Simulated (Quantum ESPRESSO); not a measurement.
pw.x input (Quantum ESPRESSO 7.5; PBEsol, PseudoDojo standard norm-conserving files, scalar-relativistic):

```
&CONTROL
  calculation = 'scf'
  pseudo_dir = './pseudo'
  outdir = './out'
  tprnfor = .true.
  tstress = .true.
/
&SYSTEM
  ibrav = 0
  nat = 2
  ntyp = 2
  ecutwfc = 66.0
  ecutrho = 264.0
  occupations = 'smearing'
  smearing = 'fd'
  degauss = 0.005
  nbnd = 17
/
&ELECTRONS
  conv_thr = 2e-10
/
ATOMIC_SPECIES
S 32.0600 S.upf
Hg 200.5920 Hg.upf
CELL_PARAMETERS angstrom
  0.000000000000   2.969665000000   2.969665000000
  2.969665000000   0.000000000000   2.969665000000
  2.969665000000   2.969665000000   0.000000000000
ATOMIC_POSITIONS crystal
S   0.750000000000   0.750000000000   0.750000000000
Hg   0.000000000000   0.000000000000   0.000000000000
K_POINTS automatic
14 14 14 0 0 0
```

End of the output:

```
     total energy              =    -355.16443917 Ry
     estimated scf accuracy    <       0.00000199 Ry
     total energy              =    -355.16443981 Ry
     estimated scf accuracy    <       0.00000037 Ry
     total energy              =    -355.16443991 Ry
     estimated scf accuracy    <          9.5E-09 Ry
[...]
     the Fermi energy is     7.6817 ev
!    total energy              =    -355.16443991 Ry
     estimated scf accuracy    <          6.7E-11 Ry
     smearing contrib. (-TS)   =      -0.00003819 Ry
     internal energy E=F+TS    =    -355.16440172 Ry
     The total energy is F=E-TS. E is the sum of the following terms:
     one-electron contribution =    -206.47393408 Ry
     hartree contribution      =     107.68347774 Ry
     xc contribution           =     -61.12076524 Ry
     ewald contribution        =    -195.25318014 Ry
     convergence has been achieved in   8 iterations
     Forces acting on atoms (cartesian axes, Ry/au):
     atom    1 type  1   force =    -0.00000000   -0.00000000    0.00000000
     atom    2 type  2   force =     0.00000000    0.00000000    0.00000000
     Total force =     0.000000     Total SCF correction =     0.000000
     Computing stress (Cartesian axis) and pressure
          total   stress  (Ry/bohr**3)                   (kbar)     P=      -18.70
  -0.00012710   0.00000000   0.00000000          -18.70        0.00        0.00
   0.00000000  -0.00012710   0.00000000            0.00      -18.70        0.00
   0.00000000   0.00000000  -0.00012710            0.00        0.00      -18.70
```

Spin-orbit coupling is not included.

Geometry of the Materials Project entry, not relaxed at this level.
